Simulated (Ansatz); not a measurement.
As:
```
CELL_PARAMETERS angstrom
      3.62048     0.00000     0.00000
      0.00000     4.77250     0.00000
      0.00000     0.00000    31.00000
ATOMIC_POSITIONS crystal
  As 0.00000 0.57477 0.46195
  As 0.00000 0.42523 0.53805
  As 0.50000 0.92523 0.46195
  As 0.50000 0.07477 0.53805
```
The layer is periodic in x and y and isolated along z.

Relaxed with r²SCAN+D4.

Task: All from r²SCAN+D4 in the plane-wave PAW code Ansatz, unless another level is named. Give the gap with spin–orbit coupling.

Result: 1.07 eV.

Task: Next, the electron effective mass, in the valley at Γ?

Result: 1.1 along x, 0.20 along y (mₑ).

Task: Predict the electron affinity (Kohn–Sham).

Result: 3.83 eV.

Task: What about the hole effective mass, in the valley at Γ?

Result: 1.7 along x, 0.17 along y (mₑ).

Space group Pmna (puckered). The layer was cut from a bulk entry of the Materials Project (measured or hypothetical); whether that bulk phase is the ambient one, and whether the layer has been isolated, was not checked. Symmetry was held in the r²SCAN+D4 relaxation; whether a distortion lowers the energy is not shown. Spin–orbit coupling is left out wherever it is not named.

Potentials: the later of the program's two PAW sets.
